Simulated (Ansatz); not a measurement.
**Si: tetragonal deformation path**

Computed with Ansatz, DFT LDA, scalar-relativistic, plane waves, PAW. Cutoff 420 eV, Γ-centred 10×10×10 k-points, Gaussian smearing of 0.05 eV. No spin polarisation. Energies are free energies at this smearing, counted from the undisturbed cell; pressure is positive in compression.

The starting cell (as given, not relaxed at this level; it stands at -1.5 GPa):

```
Si
1.0
     0.00000    2.71547    2.71547
     2.71547    0.00000    2.71547
     2.71547    2.71547    0.00000
Si
2
Direct
  0.50000 0.50000 0.50000
  0.75000 0.75000 0.75000
```

At fixed volume and fractional coordinates, lengths along (0.000, 0.000, 1.000) are scaled against those across it; ρ is that ratio over its starting value.

```tsv
ρ	ΔE (meV/atom)	pressure (GPa)	gap on the mesh (eV)
0.650	354.5	-8.0	0.00
0.707	263.9	-6.1	0.00
0.780	?	?	0.00
0.850	81.4	-2.6	0.00
0.920	24.9	-1.7	0.00
0.960	6.4	-1.5	0.05
1.000	0.0	-1.5	0.48
1.050	10.1	?	?
1.100	40.3	-1.8	0.00
1.200	156.2	?	0.00
1.300	326.0	-3.3	0.00
1.414	?	-4.6	0.00
1.500	622.3	-6.0	0.00
```

Where the gap reads zero the k-mesh, chosen for the insulator, is on the coarse side.

(1) Give the withheld values.

Answers

(1) ΔE (meV/atom) at ρ = 0.780: 161.5; pressure (GPa) at ρ = 0.780: -4.0; pressure (GPa) at ρ = 1.050: -1.6; gap on the mesh (eV) at ρ = 1.050: 0.22; pressure (GPa) at ρ = 1.200: -2.6; ΔE (meV/atom) at ρ = 1.414: 516.8.